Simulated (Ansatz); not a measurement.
The start is a relaxed WC cell shaken by Gaussian noise of σ = 0.08 Å a coordinate. A full variable-cell relaxation at zero pressure is run with PBEsol (plane waves to 420 eV, PAW, scalar-relativistic; Ansatz, a first-principles code). First-step values are on the input's coarse k-mesh.

Ansatz input (later rounds restart from its end on a renewed k-mesh):
Ansatz 0.2 input:
```yaml
crystal:
  lattice:
    - [4.3604307226, 0, 0]
    - [0, 4.3604307226, 0]
    - [0, 0, 4.3604307226]
  atoms:
    - { symbol: W, position: [0.1748392286, 0.156228795, 0.1549112633] }
    - { symbol: W, position: [0.6388479203, 0.3721314957, 0.8433478922] }
    - { symbol: W, position: [0.8385441418, 0.6568122013, 0.3456265886] }
    - { symbol: W, position: [0.3508645948, 0.8703147528, 0.7016970642] }
    - { symbol: C, position: [0.8409267047, 0.8471674977, 0.8289431696] }
    - { symbol: C, position: [0.3201974495, 0.631679686, 0.104618114] }
    - { symbol: C, position: [0.1501182983, 0.3541105975, 0.6323241564] }
    - { symbol: C, position: [0.6052766993, 0.1817549059, 0.3399811783] }
basis: { ecutwfc: 420, ecutrho_ratio: 4, xc_grid: 2, fft_grid_basis: typed }
kpoints: { mp_grid: { grid: [5, 5, 5] } }
hamiltonian:
  xc: pbesol
  dispersion: none
  pseudopotentials: { azcp: { folder: ./paw }, kind: paw }
scf: { occupations: { method: fermi_dirac, width: 0.05 } }
relax: { f_tol: 0.01, max_steps: 100, cell: { stress_tol: 0.02 } }
output: { forces: true, stress: true }
```

Q: Which atoms feel the largest initial force, and how large is it?

A: About 5.3 eV/Å, on W4 (atoms numbered as listed).

Q: By how much does the energy per atom fall from start to end?

A: 0.19 eV/atom.

Q: How do the shortest distances between atoms change?

A: The closest pairs of elements (up to four, under 3.6 Å), start → end: C–W 2.05 → 2.23 Å; W–W 2.46 → 2.68 Å; C–C 2.48 → 2.69 Å.

Q: Is the relaxed structure metallic? Give its gap.

A: No gap (metallic).

Final structure:

Space group P2₁3 (No. 198); a = 4.3604 Å, b = 4.3604 Å, c = 4.3604 Å, α = 90.00°, β = 90.00°, γ = 90.00°

| atom | site | symmetry | x | y | z |
|---|---|---|---|---|---|
| W | 4a | .3. | 0.1428 | 0.1428 | 0.1428 |
| C | 4a | .3. | 0.8479 | 0.8479 | 0.8479 |

Final values are on a 11×11×11 k-mesh of the relaxed cell. No spin polarisation in the result.

The relaxed structure here is a generated cell of WC: the first start was made by placing the elements on the sites of a structure type, and the end was not matched to a known phase here, so it may be hypothetical. Known forms of WC include space group No. 187.
